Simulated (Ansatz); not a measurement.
Given:

Ti2AlC:
```
CELL_PARAMETERS angstrom
      3.03739     0.00000     0.00000
     -1.51870     2.63046     0.00000
      0.00000     0.00000    13.63066
ATOMIC_POSITIONS crystal
  Ti 0.33333 0.66667 0.08335
  Ti 0.66667 0.33333 0.91665
  Ti 0.66667 0.33333 0.58335
  Ti 0.33333 0.66667 0.41665
  Al 0.33333 0.66667 0.75000
  Al 0.66667 0.33333 0.25000
  C  0.00000 0.00000 0.00000
  C  0.00000 0.00000 0.50000
```

This is the PBEsol-relaxed structure. Cartesian axes are those of the cell as given.

Q: All from DFT-PBEsol in the program Ansatz with PAW potentials, unless another level is named. Estimate the Young's modulus.

A: 282 GPa.

Q: Next, the elastic constants (relaxed ions, GPa)?

A: C11 = 317, C12 = 65.8, C13 = 65.7, C33 = 283, C44 = 117.

Space group P6_3/mmc. The first step of the workflow began from a Materials Project structure, measured or hypothetical; the Crystallography Open Database copy checked does not list it. Its standing as an ambient phase is unchecked. The PBEsol relaxation kept the symmetry of its start; whether a distortion lowers the energy is not shown. No spin polarisation was allowed. As this level gives no gap, shear constants depend on the k-mesh and smearing (Fermi–Dirac, 0.1 eV here).

Potentials: the earlier of the program's two PAW sets. The files were generated under PBE; for other functionals the program regenerates the frozen cores, and for LDA and PBEsol the local potential too.
